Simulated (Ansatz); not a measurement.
TiN (rock salt), conventional cell a = 4.233 Å, b = 4.233 Å, c = 4.233 Å, α = 90.00°, β = 90.00°, γ = 90.00°. The calculation uses the primitive cell of 2 atoms, to which meshes and values per cell refer.

The relaxed cell is deformed in two ways at once: its volume V is scaled, and at that volume it is stretched along z (the c axis of the conventional cell) so that c/a changes. Fractional atomic positions are held.

Level of theory: r2SCAN (plane waves to 500 eV, PAW, scalar-relativistic; Ansatz, a quantum-chemistry and plane-wave program). k mesh 19×19×19 (Γ-centred), Fermi-Dirac smearing 0.05 eV. E stands for the smeared free energy. With partly filled bands, the response to shear is sensitive to the k mesh, so small differences along c/a are uncertain. TiN is run without spin polarisation. TiN was relaxed with its symmetry unable to fall. The last digit holds for this mesh only.

Changes of ΔE (meV/atom) from the point V/V₀ = 1.000, (c/a)/(c/a)₀ = 1.000 when one coordinate moves alone (two changes are said to add if the coupling is within 5 % of the smaller one, nearly so within 20 %):

```json
[
 {"point": "V/V₀ = 1.000, (c/a)/(c/a)₀ = 0.960", "change": "16.3"},
 {"point": "V/V₀ = 1.000, (c/a)/(c/a)₀ = 0.973", "change": "7.0"},
 {"point": "V/V₀ = 1.000, (c/a)/(c/a)₀ = 0.987", "change": "1.7"},
 {"point": "V/V₀ = 0.960, (c/a)/(c/a)₀ = 1.000", "change": "15.0"},
 {"point": "V/V₀ = 0.973, (c/a)/(c/a)₀ = 1.000", "change": "6.5"},
 {"point": "V/V₀ = 0.987, (c/a)/(c/a)₀ = 1.000", "change": "1.6"},
 {"point": "V/V₀ = 1.013, (c/a)/(c/a)₀ = 1.000", "change": "1.5"},
 {"point": "V/V₀ = 1.027, (c/a)/(c/a)₀ = 1.000", "change": "5.9"},
 {"point": "V/V₀ = 1.040, (c/a)/(c/a)₀ = 1.000", "change": "13.1"},
 {"point": "V/V₀ = 1.000, (c/a)/(c/a)₀ = 1.013", "change": "1.6"},
 {"point": "V/V₀ = 1.000, (c/a)/(c/a)₀ = 1.027", "change": "6.3"},
 {"point": "V/V₀ = 1.000, (c/a)/(c/a)₀ = 1.040", "change": "14.0"}
]
```

Problem. What is the change at V/V₀ = 1.040, (c/a)/(c/a)₀ = 1.040, where both move, and how far is it from the sum?

Solution. The sum of the single changes is 13.1 + (14.0) = 27.1; the calculation gives 24.8, so the coupling contributes -2.3 (under 20 % of the smaller single change, nearly additive).

(A scan under strain: stresses follow from slopes of the energy per volume, elastic moduli from its curvatures.)
